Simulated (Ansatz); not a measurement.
# Electric field gradients in InSe

The cell is a Materials Project structure (computed, not necessarily an observed phase) whose atoms were relaxed with PBE, the cell held.

```cif
data_InSe
_symmetry_space_group_name_H-M 'P6_3/mmc'
_symmetry_Int_Tables_number 194
_cell_length_a 4.0417
_cell_length_b 4.0417
_cell_length_c 17.4284
_cell_angle_alpha 90.000
_cell_angle_beta 90.000
_cell_angle_gamma 120.000
loop_
_atom_site_label
_atom_site_type_symbol
_atom_site_symmetry_multiplicity
_atom_site_Wyckoff_symbol
_atom_site_fract_x
_atom_site_fract_y
_atom_site_fract_z
In In 4 f 0.3333 0.6667 0.3306
Se Se 4 f 0.3333 0.6667 0.5953
```

One atom of each set is listed.

All values are calculated (Ansatz; DFT, r2SCAN, plane waves and PAW, scalar-relativistic, 500 eV cutoff, Γ-centred 9×9×2 k-points, Fermi–Dirac smearing 0.05 eV), not measured.

V_zz is the principal component of the electric field gradient with the largest magnitude, η = (V_xx − V_yy)/V_zz and C_Q = eQV_zz/h.

113In: I = 9/2, Q = 761.0 mb. Q values from Pyykkö, Mol. Phys. 116, 1328 (2018).

| site | atoms | first shell | V_xx, V_yy, V_zz (10²¹ V/m²) | η | C_Q (MHz) |
| --- | --- | --- | --- | --- | --- |
| In | 4 | 3 Se at 2.67 Å; also 1 In at 2.81 Å | 5.85, 5.85, -11.70 | 0.00 | -215 |
| Se | 4 | 3 In at 2.67 Å | 3.20, 3.20, -6.40 | 0.00 | – |

An axis of threefold or higher order runs through In and Se, so V_zz lies along it and η is zero.

Se has no stable isotope with a ground-state quadrupole moment in the table, so no C_Q is given.

Without spin–orbit coupling (the program notes it for In) the gradients can shift somewhat, as the gap is small.

The run took 59 s of wall time (59 s of CPU time) and 1.1 GiB at its peak, on 1 thread of Arm Neoverse V2 (aarch64; 8 cores open to the job, memory cap 3.0 GiB, no GPU), a shared host with a load of 0.6 a core.
